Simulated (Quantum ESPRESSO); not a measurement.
# In2GaAlP4: one run as intended and one with a planted mistake

Simulated, not a measurement. The program is pw.x of Quantum ESPRESSO 7.5 (plane-wave density functional theory). The cell is made up: 8 atoms on a zincblende/diamond lattice, with randomly drawn elements, strain and displacements, not relaxed. PseudoDojo standard norm-conserving files (v0.5 for PBE, v0.4.1 for LDA and PBEsol) set the functional; there is no spin polarisation, spin-orbit coupling or dispersion term, and the masses in the input are unused placeholders.

Intended input:

```
&control calculation='scf', pseudo_dir='./dojo.nc.sr.pbe.v0_5.standard.upf', outdir='./o', disk_io='medium', tprnfor=.true., tstress=.true. /
&system ibrav=0, nat=8, ntyp=4, nbnd=37, ecutwfc=79.96652505, nosym=.true., tot_charge=0,
 occupations='smearing', smearing='fd', degauss=0.0018374661
/
&electrons conv_thr=7.350e-09, electron_maxstep=60, /
ATOMIC_SPECIES
Al 1.0 Al.upf
Ga 1.0 Ga.upf
In 1.0 In.upf
P 1.0 P.upf
CELL_PARAMETERS angstrom
5.8677 0.0 0.0
0.0 5.8677 0.0
0.0 0.0 5.8677
ATOMIC_POSITIONS angstrom
In 0.0383 -0.0321 -0.0166
In -0.034 2.9311 2.9537
Ga 2.9359 0.0001 2.9361
Al 2.9409 2.9173 -0.0122
P 1.4649 1.4513 1.4679
P 1.4723 4.4055 4.3853
P 4.4155 1.4161 4.4094
P 4.442 4.4069 1.4568
K_POINTS automatic
4 4 4 1 1 1
```

The log is shortened where brackets say so; the opening notice, blank lines, dates and the lines on written files are dropped, and the path of the files is cut. It prints rydbergs, bohrs and kilobars, and counts compression as positive stress.

Log of the intended run:

```
     Program PWSCF v.7.5
     Parallel version (MPI & OpenMP), running on       1 processor cores
     Number of MPI processes:                 1
     Threads/MPI process:                     1
     [start-up lines left out]
     bravais-lattice index     =            0
     lattice parameter (alat)  =      11.0883  a.u.
     unit-cell volume          =    1363.3278 (a.u.)^3
     number of atoms/cell      =            8
     number of atomic types    =            4
     number of electrons       =        62.00
     number of Kohn-Sham states=           37
     kinetic-energy cutoff     =      79.9665  Ry
     charge density cutoff     =     319.8661  Ry
     scf convergence threshold =      7.3E-09
     mixing beta               =       0.7000
     number of iterations used =            8  plain     mixing
     Exchange-correlation= PBE
                           (   1   4   3   4   0   0   0)
     [axes and pseudopotential details left out]
   Cartesian axes
     site n.     atom                  positions (alat units)
         1        In     tau(   1) = (   0.0065273  -0.0054706  -0.0028290  )
         2        In     tau(   2) = (  -0.0057944   0.4995313   0.5033829  )
         3        Ga     tau(   3) = (   0.5003494   0.0000170   0.5003835  )
         4        Al     tau(   4) = (   0.5012015   0.4971795  -0.0020792  )
         5        P      tau(   5) = (   0.2496549   0.2473371   0.2501662  )
         6        P      tau(   6) = (   0.2509160   0.7508053   0.7473627  )
         7        P      tau(   7) = (   0.7525095   0.2413382   0.7514699  )
         8        P      tau(   8) = (   0.7570258   0.7510439   0.2482745  )
     number of k points=    32  Fermi-Dirac smearing, width (Ry)=  0.0018
                       cart. coord. in units 2pi/alat
        k(    1) = (   0.1250000   0.1250000   0.1250000), wk =   0.0625000
        k(    2) = (   0.1250000   0.1250000   0.3750000), wk =   0.0625000
     [further k points left out]
     Dense  grid:   131827 G-vectors     FFT dimensions: (  64,  64,  64)
     Estimated max dynamical RAM per process >     173.60 MB
     Initial potential from superposition of free atoms
     starting charge      61.9865, renormalised to      62.0000
     Starting wfcs are   47 randomized atomic wfcs
     total cpu time spent up to now is       18.3 secs
     per-process dynamical memory:    98.6 Mb
     Self-consistent Calculation
     iteration #  1     ecut=    79.97 Ry     beta= 0.70
     Davidson diagonalization with overlap
     ethr =  1.00E-02,  avg # of iterations =  4.0
     Threshold (ethr) on eigenvalues was too large:
     Diagonalizing with lowered threshold
     Davidson diagonalization with overlap
     ethr =  5.73E-04,  avg # of iterations =  2.0
     total cpu time spent up to now is       93.0 secs
     total energy              =    -478.84177003 Ry
     estimated scf accuracy    <       0.36351578 Ry
     iteration #  2     ecut=    79.97 Ry     beta= 0.70
     Davidson diagonalization with overlap
     ethr =  5.86E-04,  avg # of iterations =  2.5
     total cpu time spent up to now is      131.0 secs
     total energy              =    -478.93959218 Ry
     estimated scf accuracy    <       0.10075792 Ry
     [iterations 3 to 9 left out]
     iteration # 10     ecut=    79.97 Ry     beta= 0.70
     Davidson diagonalization with overlap
     ethr =  1.61E-10,  avg # of iterations =  2.0
     total cpu time spent up to now is      483.4 secs
     total energy              =    -478.95746070 Ry
     estimated scf accuracy    <       0.00000002 Ry
     iteration # 11     ecut=    79.97 Ry     beta= 0.70
     Davidson diagonalization with overlap
     ethr =  2.88E-11,  avg # of iterations =  3.8
     total cpu time spent up to now is      533.1 secs
     End of self-consistent calculation
     [lines on levels left out]
!    total energy              =    -478.95746071 Ry
     estimated scf accuracy    <          2.5E-09 Ry
     smearing contrib. (-TS)   =      -0.00000000 Ry
     internal energy E=F+TS    =    -478.95746071 Ry
     The total energy is F=E-TS. E is the sum of the following terms:
     one-electron contribution =    -216.40703624 Ry
     hartree contribution      =     146.66996376 Ry
     xc contribution           =    -140.37542133 Ry
     ewald contribution        =    -268.84496689 Ry
     convergence has been achieved in  11 iterations
     Forces acting on atoms (cartesian axes, Ry/au):
     atom    1 type  3   force =    -0.00082856    0.00680093    0.00696537
     atom    2 type  3   force =     0.00871080   -0.00599041   -0.00436532
     atom    3 type  2   force =     0.00224082   -0.00143744   -0.00577592
     atom    4 type  1   force =     0.00180392    0.00038662    0.00420378
     atom    5 type  4   force =     0.04822769    0.01084665    0.00015198
     atom    6 type  4   force =     0.05570513   -0.01493587   -0.00063742
     atom    7 type  4   force =    -0.05343273    0.01197593    0.00220234
     atom    8 type  4   force =    -0.06242708   -0.00764642   -0.00274481
     Total force =     0.114125     Total SCF correction =     0.000139
     Computing stress (Cartesian axis) and pressure
          total   stress  (Ry/bohr**3)                   (kbar)     P=      -32.93
  -0.00023277  -0.00000099  -0.00000299          -34.24       -0.15       -0.44
  -0.00000099  -0.00021981  -0.00001101           -0.15      -32.34       -1.62
  -0.00000299  -0.00001101  -0.00021898           -0.44       -1.62      -32.21
     init_run     :     17.17s CPU     18.09s WALL (       1 calls)
     electrons    :    489.20s CPU    514.90s WALL (       1 calls)
     forces       :      8.17s CPU      8.27s WALL (       1 calls)
     stress       :     25.03s CPU     26.24s WALL (       1 calls)
     [timing details left out]
     PWSCF        :   8m59.95s CPU   9m28.65s WALL
     JOB DONE.
```

A second run has one planted mistake: the cell and the positions are scaled by a wrong factor. The input lines that differ, file-writing options aside:

```
- 5.8677 0.0 0.0
+ 5.7679 0.0 0.0
- 0.0 5.8677 0.0
+ 0.0 5.7679 0.0
- 0.0 0.0 5.8677
+ 0.0 0.0 5.7679
- In 0.0383 -0.0321 -0.0166
+ In 0.0376 -0.0316 -0.0163
- In -0.034 2.9311 2.9537
+ In -0.0334 2.8813 2.9035
- Ga 2.9359 0.0001 2.9361
+ Ga 2.886 0.0001 2.8862
- Al 2.9409 2.9173 -0.0122
+ Al 2.8909 2.8677 -0.012
- P 1.4649 1.4513 1.4679
+ P 1.44 1.4266 1.4429
- P 1.4723 4.4055 4.3853
+ P 1.4473 4.3306 4.3107
- P 4.4155 1.4161 4.4094
+ P 4.3404 1.392 4.3344
- P 4.442 4.4069 1.4568
+ P 4.3665 4.332 1.432
```

Its log:

```
     Program PWSCF v.7.5
     Parallel version (MPI & OpenMP), running on       1 processor cores
     Number of MPI processes:                 1
     Threads/MPI process:                     1
     [start-up lines left out]
     bravais-lattice index     =            0
     lattice parameter (alat)  =      10.8998  a.u.
     unit-cell volume          =    1294.9404 (a.u.)^3
     number of atoms/cell      =            8
     number of atomic types    =            4
     number of electrons       =        62.00
     number of Kohn-Sham states=           37
     kinetic-energy cutoff     =      79.9665  Ry
     charge density cutoff     =     319.8661  Ry
     scf convergence threshold =      7.3E-09
     mixing beta               =       0.7000
     number of iterations used =            8  plain     mixing
     Exchange-correlation= PBE
                           (   1   4   3   4   0   0   0)
     [axes and pseudopotential details left out]
   Cartesian axes
     site n.     atom                  positions (alat units)
         1        In     tau(   1) = (   0.0065188  -0.0054786  -0.0028260  )
         2        In     tau(   2) = (  -0.0057907   0.4995406   0.5033894  )
         3        Ga     tau(   3) = (   0.5003554   0.0000173   0.5003901  )
         4        Al     tau(   4) = (   0.5012049   0.4971827  -0.0020805  )
         5        P      tau(   5) = (   0.2496576   0.2473344   0.2501604  )
         6        P      tau(   6) = (   0.2509232   0.7508105   0.7473604  )
         7        P      tau(   7) = (   0.7525096   0.2413357   0.7514693  )
         8        P      tau(   8) = (   0.7570346   0.7510532   0.2482706  )
     number of k points=    32  Fermi-Dirac smearing, width (Ry)=  0.0018
                       cart. coord. in units 2pi/alat
        k(    1) = (   0.1250000   0.1250000   0.1250000), wk =   0.0625000
        k(    2) = (   0.1250000   0.1250000   0.3750000), wk =   0.0625000
     [further k points left out]
     Dense  grid:   124823 G-vectors     FFT dimensions: (  64,  64,  64)
     Estimated max dynamical RAM per process >     165.90 MB
     Initial potential from superposition of free atoms
     starting charge      61.9865, renormalised to      62.0000
     Starting wfcs are   47 randomized atomic wfcs
     total cpu time spent up to now is       20.7 secs
     per-process dynamical memory:   103.5 Mb
     Self-consistent Calculation
     iteration #  1     ecut=    79.97 Ry     beta= 0.70
     Davidson diagonalization with overlap
     ethr =  1.00E-02,  avg # of iterations =  4.0
     Threshold (ethr) on eigenvalues was too large:
     Diagonalizing with lowered threshold
     Davidson diagonalization with overlap
     ethr =  5.79E-04,  avg # of iterations =  2.0
     total cpu time spent up to now is      102.7 secs
     total energy              =    -478.85189162 Ry
     estimated scf accuracy    <       0.36930255 Ry
     iteration #  2     ecut=    79.97 Ry     beta= 0.70
     Davidson diagonalization with overlap
     ethr =  5.96E-04,  avg # of iterations =  2.3
     total cpu time spent up to now is      144.8 secs
     total energy              =    -478.95030371 Ry
     estimated scf accuracy    <       0.08848731 Ry
     [iterations 3 to 9 left out]
     iteration # 10     ecut=    79.97 Ry     beta= 0.70
     Davidson diagonalization with overlap
     ethr =  7.68E-11,  avg # of iterations =  2.0
     total cpu time spent up to now is      527.5 secs
     total energy              =    -478.96605424 Ry
     estimated scf accuracy    <          9.0E-09 Ry
     iteration # 11     ecut=    79.97 Ry     beta= 0.70
     Davidson diagonalization with overlap
     ethr =  1.45E-11,  avg # of iterations =  3.9
     total cpu time spent up to now is      573.1 secs
     End of self-consistent calculation
     [lines on levels left out]
!    total energy              =    -478.96605424 Ry
     estimated scf accuracy    <          1.4E-09 Ry
     smearing contrib. (-TS)   =      -0.00000000 Ry
     internal energy E=F+TS    =    -478.96605424 Ry
     The total energy is F=E-TS. E is the sum of the following terms:
     one-electron contribution =    -209.14611504 Ry
     hartree contribution      =     144.24460165 Ry
     xc contribution           =    -140.56817527 Ry
     ewald contribution        =    -273.49636559 Ry
     convergence has been achieved in  11 iterations
     Forces acting on atoms (cartesian axes, Ry/au):
     atom    1 type  3   force =    -0.00089097    0.00784210    0.00765424
     atom    2 type  3   force =     0.00970180   -0.00697341   -0.00443686
     atom    3 type  2   force =     0.00256854   -0.00188783   -0.00662049
     atom    4 type  1   force =     0.00201853    0.00074308    0.00452210
     atom    5 type  4   force =     0.05495075    0.01202445    0.00118204
     atom    6 type  4   force =     0.06416376   -0.01639639   -0.00194198
     atom    7 type  4   force =    -0.06106305    0.01213658    0.00230942
     atom    8 type  4   force =    -0.07144936   -0.00748859   -0.00266849
     Total force =     0.130258     Total SCF correction =     0.000089
     Computing stress (Cartesian axis) and pressure
          total   stress  (Ry/bohr**3)                   (kbar)     P=       -2.76
  -0.00002951  -0.00000042  -0.00000321           -4.34       -0.06       -0.47
  -0.00000042  -0.00001374  -0.00001592           -0.06       -2.02       -2.34
  -0.00000321  -0.00001592  -0.00001299           -0.47       -2.34       -1.91
     init_run     :     19.28s CPU     20.46s WALL (       1 calls)
     electrons    :    529.10s CPU    552.38s WALL (       1 calls)
     forces       :      6.26s CPU      6.35s WALL (       1 calls)
     stress       :     22.98s CPU     24.12s WALL (       1 calls)
     [timing details left out]
     PWSCF        :   9m38.00s CPU  10m 3.89s WALL
     JOB DONE.
```

```
                                            intended run  run with the mistake
                          free energy (eV)     -6516.548             -6516.665
                    smearing term -TS (eV)        0.0000                0.0000
                            pressure (GPa)         -3.29                 -0.28
            largest force component (eV/Å)         1.605                 1.837
largest change of a force component (eV/Å)                               0.232
                                iterations            11                    11
```

For scale, a rerun of the intended cell at 1377 eV and a 6 x 6 x 6 mesh moved values by no more than 0.008 eV in energy, 0.02 GPa in stress and 0.002 eV/Å in force.